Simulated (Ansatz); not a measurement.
Level of theory: Ansatz, DFT, RPBE, plane waves (420 eV) with PAW, scalar-relativistic. (PAW data from PBE, frozen cores regenerated.)

An element in the dhcp structure gives this curve. The cell is scaled uniformly from the relaxed one, with fractional coordinates and shape fixed. Energies are extrapolated to zero smearing, pressures are those at the given smearing. Magnetic state: spin not included.

```csv
V (Å³/atom),E − E₀ (meV/atom),P (GPa)
12.355,229.1,50.25
12.917,92.0,29.38
13.478,20.2,12.87
14.040,0.0,-0.18
14.601,20.5,-10.47
15.163,73.2,-18.56
15.725,151.0,-24.88
```

**Question.** Which element is it?
A. iridium
B. rhenium
C. ruthenium
D. palladium

**Answer.** C. Its fit is V₀ = 14.02 Å³/atom, B₀ = 291 GPa, B₀′ = 4.9.
